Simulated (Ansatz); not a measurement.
# Run on GaFe₃ (Fm-3m) — free moments from the typed start

Theory: DFT, r2SCAN, PAW with Ansatz's default frozen-core files, scalar-relativistic in Ansatz.

Command: `ansatz run input.yaml --threads 2 --pin off --max-ram 6144MiB --backend cpu --events-out ev --progress --plain --runs-dir out`

```yaml
crystal:
  lattice:
    - [0.0, 2.891594, 2.891594]
    - [2.891594, 0.0, 2.891594]
    - [2.891594, 2.891594, 0.0]
  atoms:
    - { symbol: Ga, position: [0.0, 0.0, 0.0] }
    - { symbol: Fe, position: [0.5, 0.5, 0.5], spin: 3.0 }
    - { symbol: Fe, position: [0.75, 0.75, 0.75], spin: 3.0 }
    - { symbol: Fe, position: [0.25, 0.25, 0.25], spin: 3.0 }
magnetization:
  spin_polarized: true
kpoints:
  mp_grid: { grid: [8, 8, 8] }
scf:
  occupations: { method: fermi_dirac, width: 0.03 }
  lower_state_search: "off"
hamiltonian:
  xc: r2scan
  pseudopotentials: { kind: paw }
output:
  forces: true
  stress: true
  eigenvalues: true
  populations: true
  dos: { projected: true, de: 0.1, e_range: [-8, 5] }
  write_density: true
  write_potential: true
  elf: true
  volumetric_format: npy
```

Log:

```
Engine: ansatz 0.2.0
Pseudopotentials: kind: paw
Pseudopotential: Ga, paw, valence charge 13, recommended cutoff 500 eV (meta_gga), Ga.paw.azcp
Pseudopotential: Fe, paw, valence charge 16, recommended cutoff 500 eV (meta_gga), Fe.paw.azcp
Functional definition: r2SCAN
  parameter k0 = 0.174
  parameter k1 = 0.065
  parameter a1 = 4.9479
  exchange = r2scan_x(k0 = k0, k1 = k1, a1 = a1)
  correlation = r2scan_c
Crystal: 4 atoms, lattice volume = 48.355 Å³
Basis set: ecut = 500 eV, 1243 PW (Γ), exchange–correlation on 120×120×120 points (64 copies of the dense FFT grid, shifted against one another)
Bands: 42, of which v1, the nominal top of the filled ones, is band 31 counted from 1 (30 counted from 0)
Symmetry: 48 space group operations
Space group: Fm-3m (ITA 225), of the structure as read, at distance tolerance 3.6e-5 Å
Magnetic group: BNS 225.116 (UNI 1618), of the structure as read, at distance tolerance 3.6e-5 Å
k-points: 29 of 512
Non-local potential: Ga, projectors of the file, l = 0: 2, l = 1: 2, l = 2: 3, l = 3: 1
Non-local potential: Fe, projectors of the file, l = 0: 3, l = 1: 2, l = 2: 3, l = 3: 1
PAW form: soft (Blöchl's): semilocal exchange-correlation on the pseudo side does not see the compensation charge
PAW frozen core: Ga, regenerated for the run's functional (the file was generated under x = pbe(κ = 0.804, μ = 0.2195149727645171), c = pbe(β = 0.06672455060314922))
PAW frozen core: Fe, regenerated for the run's functional (the file was generated under x = pbe(κ = 0.804, μ = 0.2195149727645171), c = pbe(β = 0.06672455060314922))
PAW one-centre angular grid: Ga, 590 points (default); XC on 160 Gauss nodes
PAW one-centre angular grid: Fe, 590 points (default); XC on 160 Gauss nodes
Initial density: superposition of atomic densities (chi_scale 0.1, normalization cell)
Starting moments: Σ|m| = 9 μB on 3 of 4 sites
Initial wavefunctions: pseudopotential atomic-orbital guess
Functional: x = r2scan, c = r2scan; τ floored in thin density (d = 2e-4 eV/Å³)
iter 1 solved again at ethr=1.53e-3 eV; its pass at ethr=3.10e-3 eV (dr2=9.32e-1 eV) is discarded
SCF iter   1: F=-17247.576684 eV  HF=-17247.620041 eV  |F-HF|=4.34e-2  |Δ(HF+E_count)|=         —  Δρ=3.50e-2 (↑1.91e-2 ↓3.50e-2)  dr2=9.33e-1  dr2_τ=2.50e-2  dr2_m=1.67e-1  M=7.873 μB ∫|m|=8.299 μB  β_m=1.20  ethr=1.53e-3  ⟨swp⟩=1.0  Hψ=11970  notcnv=0
Mixer restart at iter 1: flushing history
preconditioner: auto → Kerker (q_TF=auto, 2.836 Å⁻¹)  [metal: Δε(μ)=0.003 eV  Ē_g=11.612 eV  σ=0.030 eV  W_gap=0.03  n_scr=14 (ndim 8)  ℏωp=32.5 eV  f_vac=0.000  D(μ)=5.21/eV (n_scr^D=64)]
spin=Collinear: Kerker preconditioning applied to the charge; magnetization (m = ρ↑ − ρ↓) channel mixes plain (no charge-response kernel on spin).
spin-set hold released at iteration 1 (the charge has settled, or the pull on large starting moments outlasts its swing): the magnetisation degrees of freedom join the quasi-Newton model from the next iteration; the mixer history was flushed
SCF iter   2: F=-17247.988218 eV  HF=-17248.161827 eV  |F-HF|=1.74e-1  |Δ(HF+E_count)|=   5.42e-1  Δρ=1.89e-2 (↑1.38e-2 ↓1.89e-2)  dr2=4.89e-1  dr2_τ=2.03e-3  dr2_m=1.39e-2  M=7.539 μB ∫|m|=8.406 μB  β_m=1.20  ethr=1.53e-3  ⟨swp⟩=2.6  Hψ=5115  notcnv=0  κ⁻¹=1.0e0(r=1)
SCF iter   3: F=-17248.053002 eV  HF=-17248.172313 eV  |F-HF|=1.19e-1  |Δ(HF+E_count)|=   1.05e-2  Δρ=1.53e-2 (↑1.13e-2 ↓1.53e-2)  dr2=3.42e-1  dr2_τ=8.29e-4  dr2_m=9.28e-3  M=7.588 μB ∫|m|=8.487 μB  β_m=1.20  ethr=8.01e-4  ⟨swp⟩=2.3  Hψ=3599  notcnv=0  defer=123  κ⁻¹=1.6e-1(r=2)
[...]
SCF iter   8: F=-17248.199882 eV  HF=-17248.199874 eV  |F-HF|=7.09e-6  |Δ(HF+E_count)|=   9.51e-4  Δρ=4.95e-4 (↑3.55e-4 ↓4.95e-4)  dr2=1.44e-4  dr2_τ=1.29e-6  dr2_m=6.39e-6  M=7.686 μB ∫|m|=8.586 μB  β_m=1.20  ethr=1.67e-6  ⟨swp⟩=2.0  Hψ=4607  notcnv=0  defer=197  κ⁻¹=2.9e-5(r=7)
SCF iter   9: F=-17248.199901 eV  HF=-17248.199888 eV  |F-HF|=1.27e-5  |Δ(HF+E_count)|=   1.35e-5  Δρ=3.65e-4 (↑3.12e-4 ↓3.65e-4)  dr2=9.79e-5  dr2_τ=7.23e-7  dr2_m=8.57e-7  M=7.686 μB ∫|m|=8.586 μB  β_m=1.20  ethr=2.35e-7  ⟨swp⟩=1.4  Hψ=2549  notcnv=0  defer=197  κ⁻¹=8.7e-6(r=8)
SCF iter  10: F=-17248.199918 eV  HF=-17248.199919 eV  |F-HF|=1.12e-6  |Δ(HF+E_count)|=   3.15e-5  Δρ=1.34e-4 (↑5.91e-5 ↓1.34e-4)  dr2=1.07e-5  dr2_τ=1.26e-7  dr2_m=1.04e-6  M=7.687 μB ∫|m|=8.587 μB  β_m=1.20  ethr=1.61e-7  ⟨swp⟩=2.1  Hψ=3857  notcnv=0  defer=197  κ⁻¹=1.9e-6(r=8)
SCF iter  11: F=-17248.199924 eV  HF=-17248.199921 eV  |F-HF|=2.80e-6  |Δ(HF+E_count)|=   1.37e-6  Δρ=6.34e-5 (↑4.94e-5 ↓6.34e-5)  dr2=3.23e-6  dr2_τ=2.99e-8  dr2_m=1.56e-7  M=7.687 μB ∫|m|=8.587 μB  β_m=1.20  ethr=1.76e-8  ⟨swp⟩=2.0  Hψ=3162  notcnv=0  defer=197  κ⁻¹=1.8e-6(r=8)
SCF iter  12: F=-17248.199926 eV  HF=-17248.199925 eV  |F-HF|=1.39e-6  |Δ(HF+E_count)|=   4.12e-6  Δρ=2.94e-5 (↑2.94e-5 ↓2.86e-5)  dr2=3.92e-7  dr2_τ=7.80e-9  dr2_m=4.70e-8  M=7.686 μB ∫|m|=8.587 μB  β_m=1.20  ethr=5.30e-9  ⟨swp⟩=2.1  Hψ=3628  notcnv=0  defer=197  κ⁻¹=1.3e-6(r=8)
SCF iter  13: F=-17248.199927 eV  HF=-17248.199926 eV  |F-HF|=3.78e-7  |Δ(HF+E_count)|=   1.53e-6  Δρ=1.55e-5 (↑1.16e-5 ↓1.55e-5)  dr2=1.41e-7  dr2_τ=1.63e-9  dr2_m=1.12e-8  M=7.686 μB ∫|m|=8.587 μB  β_m=1.20  ethr=6.43e-10  ⟨swp⟩=2.0  Hψ=3992  notcnv=0  defer=197  κ⁻¹=9.5e-6(r=8)
SCF iter  14: F=-17248.199927 eV  HF=-17248.199927 eV  |F-HF|=1.75e-7  |Δ(HF+E_count)|=   2.68e-7  Δρ=9.56e-6 (↑7.80e-6 ↓9.56e-6)  dr2=6.19e-8  dr2_τ=1.09e-9  dr2_m=5.22e-9  M=7.686 μB ∫|m|=8.587 μB  β_m=1.20  ethr=1.64e-10  ⟨swp⟩=12.2  Hψ=16107  notcnv=0  κ⁻¹=4.4e-6(r=8)
SCF iter  15: F=-17248.199927 eV  HF=-17248.199927 eV  |F-HF|=2.84e-8  |Δ(HF+E_count)|=   1.84e-7  Δρ=6.90e-6 (↑5.97e-6 ↓6.90e-6)  dr2=3.96e-8  dr2_τ=4.93e-10  dr2_m=5.41e-10  M=7.686 μB ∫|m|=8.587 μB  ethr=1.01e-10  ⟨swp⟩=7.7  Hψ=13861  notcnv=0
SCF 1 converged in 15 iterations: F = -17248.199927 eV  dr2 = 3.96e-8
  greatest PAW one-centre occupation: 1.005 electrons in one spin orbital (limit 2), on the Fe atom at site 1 (counted from 0), in its partial waves of l = 1
this state was not tested for a lower state beside it, because the mixer in use, unlike msr1, does not test its closes by its own steps (another_mixer; see scf.mixing.algorithm and scf.lower_state_search)
SCF converged after 15 iterations
Magnetization: 7.6863 μB (34.3431 up, 26.6569 down)
Absolute magnetization: 8.5887 μB (∫|ρ↑−ρ↓|, with the PAW one-centre terms)
Spin contamination: 0.2910 ħ² per cell (⟨S²⟩ above its minimum at these occupations)
Per-site moments (μB) at R_I (Å): [(-0.08253712926594682, 1.0329799678401472), (2.6605452343367815, 1.0329799678401472), (2.7117573163534043, 1.0329799678401472), (2.7117573163534052, 1.0329799678401472)]
Free energy (F): -17248.199927 eV
Harris-Foulkes:  -17248.199927 eV  (|F-HF|=2.84e-8)
Internal energy: -17248.185327 eV  (E = F + TS)
E sigma→0 (E₀):  -17248.192627 eV
Entropy (-TS):   -0.014600 eV (-3.650 meV/atom)
Fermi energy:    17.302517 eV
--- Per-component energies (eV) ---
  E_band       = -717.724679
  E_kinetic    = 1165.473513
  E_local      = -7945.300650  (includes V_loc(G=0)·N_el)
  E_nonlocal   = 1097.445576
  E_hartree    = 3440.264546
  E_xc         = -402.445282
  E_vxc        = -564.690155  (∫ρ·V_xc dr)
  E_paw        = -6141.768832  (= ΣΔE_a)
  E_vpaw       = -1390.832977  (= ΣTr[D̂ρ^β])
  E_aug_tail   = 0.000746  (compensation charges beyond the density's cutoff)
  E_vtau       = 39.636638  (kinetic-family band-sum trace: ∫τ·v_τ [+ j·A + Jᵃ·Aᵃ] dr)
  E_ewald      = -8460.333451
  E_core_change = -1.521495  (= ΣΔE_core)
  E_smearing   = -0.014600  (= −TS)
  E_closure    = 0.000000  (closes the sum)
  Σ components = -17248.199927   (vs F -17248.199927, Δ=0.00e0)
--- Forces (eV/Å), atoms counted from 1 ---
  atom   1  Ga     0.00000000    -0.00000000    -0.00000000
  atom   2  Fe     0.00000000     0.00000000     0.00000000
  atom   3  Fe    -0.00000000    -0.00000000    -0.00000000
  atom   4  Fe    -0.00000000     0.00000000     0.00000000
  max |Σ_I F_I| component: 1.39e-17 eV/Å
--- Stress (GPa, compression-positive) ---
        1.154818       0.000000       0.000000
        0.000000       1.154818      -0.000000
        0.000000      -0.000000       1.154818
  P = ⅓ Tr σ = 1.1548 GPa (11.548 kbar)
--- Band table (eV; the first three rows and the last of 58) ---
  k-point 0 ↑: bands = ["-75.1829", "-75.1678", "-74.7875", "-39.8972", "-39.8972", "-39.8972", "-39.8752", "-39.8752", "-39.8752", "-39.4774", "-39.4774", "-39.4774", "2.1028", "2.1028", "2.1028", "2.1578", "2.1578", "6.3518", "12.3728", "12.3728", "12.5091", "12.5091", "12.5091", "13.7899", "13.7899", "13.7899", "15.1653", "15.1653", "15.2464", "15.2464", "15.3046", "15.3046", "15.3046", "21.954 …
  k-point 1 ↑: bands = ["-75.1821", "-75.1682", "-74.7879", "-39.9023", "-39.8980", "-39.8980", "-39.8754", "-39.8754", "-39.8692", "-39.4787", "-39.4765", "-39.4765", "2.1018", "2.1044", "2.1044", "2.1600", "2.1600", "6.5761", "12.2683", "12.2683", "12.3938", "12.7339", "12.7339", "13.7577", "13.7577", "13.8360", "15.0134", "15.0134", "15.0200", "15.1484", "15.1484", "15.4520", "15.4520", "20.167 …
  k-point 2 ↑: bands = ["-75.1799", "-75.1695", "-74.7888", "-39.9054", "-39.8999", "-39.8999", "-39.8759", "-39.8759", "-39.8647", "-39.4811", "-39.4742", "-39.4742", "2.0992", "2.1079", "2.1079", "2.1658", "2.1658", "7.2250", "12.0629", "12.2543", "12.2543", "13.0462", "13.0462", "13.6955", "13.6955", "13.7256", "14.5313", "14.6858", "14.6858", "15.1183", "15.1183", "15.5425", "15.5425", "18.153 …
  k-point 28 ↓: bands = ["-71.1042", "-71.1042", "-70.6638", "-35.9239", "-35.8796", "-35.8674", "-35.8674", "-35.8059", "-35.8059", "-35.4055", "-35.4055", "-35.3853", "2.0992", "2.0992", "2.1123", "2.1298", "2.1444", "9.6563", "12.2149", "12.2149", "13.0372", "15.5715", "15.9149", "15.9149", "16.2745", "17.0156", "17.1193", "17.1193", "18.0913", "18.8241", "18.8241", "19.4335", "19.4788", "19.54 …
--- Löwdin populations: 4 sites ---
  site symbol       q [e]    m [muB]
     0     Ga     14.1876    -0.2690
     1     Fe     15.5120     2.6831
     2     Fe     15.3884     2.7471
     3     Fe     15.3884     2.7471
  spilling = 0.008584 (of n_electrons = 61.000000)
```

populations.tsv:

```
# site	symbol	l	j	q_up	q_dn
# orbitals = lowdin
# n_electrons = 61.000000
# spilling = 0.008584
0	Ga	0_4S	-	0.641499	0.649524
0	Ga	1_4P	-	1.322903	1.589774
0	Ga	2_3D	-	4.994887	4.989008
1	Fe	0_3S	-	0.989723	0.990394
1	Fe	0_4S	-	0.325948	0.380433
1	Fe	1_3P	-	2.998100	2.997460
1	Fe	2_3D	-	4.783758	2.046170
2	Fe	0_3S	-	0.985399	0.986329
2	Fe	0_4S	-	0.295787	0.293718
2	Fe	1_3P	-	2.996717	2.996991
2	Fe	2_3D	-	4.789853	2.043612
3	Fe	0_3S	-	0.985399	0.986329
3	Fe	0_4S	-	0.295787	0.293718
3	Fe	1_3P	-	2.996717	2.996991
3	Fe	2_3D	-	4.789853	2.043612
```

Site moments (μB): Ga1 -0.08, Fe2 2.66, Fe3 2.71, Fe4 2.71. Cell moment 7.69 μB.

The magnetic group in the log treats spin as a scalar label, without spin–orbit coupling.

The PAW files were made with PBE; the program remakes their cores once for the run's functional and then keeps them frozen. The Ansatz runs typed with the search for lower states off end where their start leads. r²SCAN is known to give itinerant transition metals moments and polarisation energies that are too large. These are results for the start and cell typed. The real compound can order otherwise, in a larger cell, or not at all, since semilocal functionals at zero temperature often overstate magnetism.

It took 17 s on 2 threads of Arm Neoverse V1, on a shared host, peak memory 0.54 GiB.
